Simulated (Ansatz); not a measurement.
SnO2 (rutile)

```xyz
6
Lattice="4.7599 0.0000 0.0000 0.0000 4.7599 0.0000 0.0000 0.0000 3.2008" Properties=species:S:1:pos:R:3 pbc="T T T"
Sn     0.0000     0.0000     0.0000
Sn     2.3800     2.3800     1.6004
O      1.4561     1.4561     0.0000
O      3.8361     0.9238     1.6004
O      0.9238     3.8361     1.6004
O      3.3038     3.3038     0.0000
```

Equation-of-state scan: isotropic scaling of the cell above, V₀ being its volume. The atoms relax within the cell's symmetry.

Level of theory: r2SCAN (plane waves to 500 eV, PAW, scalar-relativistic; Ansatz, a program for electronic structure). k mesh 7×7×10 (Γ-centred), Fermi-Dirac smearing 0.05 eV. The energy includes the smearing's −TS. Stress and pressure are positive under compression. With the shape held, the modulus is that of even scaling; a crystal free to change shape is softer. SnO2 was relaxed with its symmetry unable to fall. The zero of ΔE is the relaxed starting cell.

```json
[
 {"V (Å³/atom)": "10.878", "ΔE (meV/atom)": "97.7"},
 {"V (Å³/atom)": "11.180", "ΔE (meV/atom)": "withheld"},
 {"V (Å³/atom)": "11.482", "ΔE (meV/atom)": "22.0"},
 {"V (Å³/atom)": "11.784", "ΔE (meV/atom)": "5.2"},
 {"V (Å³/atom)": "12.086", "ΔE (meV/atom)": "0.0"},
 {"V (Å³/atom)": "12.389", "ΔE (meV/atom)": "4.7"},
 {"V (Å³/atom)": "12.691", "ΔE (meV/atom)": "18.1"},
 {"V (Å³/atom)": "12.993", "ΔE (meV/atom)": "38.9"},
 {"V (Å³/atom)": "13.295", "ΔE (meV/atom)": "66.1"}
]
```

### Question
Fit a third-order Birch-Murnaghan form (E₀, V₀, B₀, B₀′ free) to the given rows and predict ΔE at V = 11.180.

### Answer
Least squares on the 8 given rows: ΔE = E₀ + (9V₀B₀/16)·y²·[2 + (B₀′ − 4)y], y = (V₀/V)^(2/3) − 1, with V₀ = 12.087 Å³/atom, B₀ = 211.1 GPa (160.2 GPa = 1 eV/Å³; the term in eV is multiplied by 1000), B₀′ = 4.84, E₀ = -0.02 meV/atom; root-mean-square residual 0.05 meV/atom. At 11.180 the fit gives 52.2 meV/atom; the calculation gives 52.2 meV/atom, the same to the digits shown. For the pressure the fit gives 19.9 GPa against the computed 19.9 GPa.

(A scan under strain: stresses follow from slopes of the energy per volume, elastic moduli from its curvatures.)
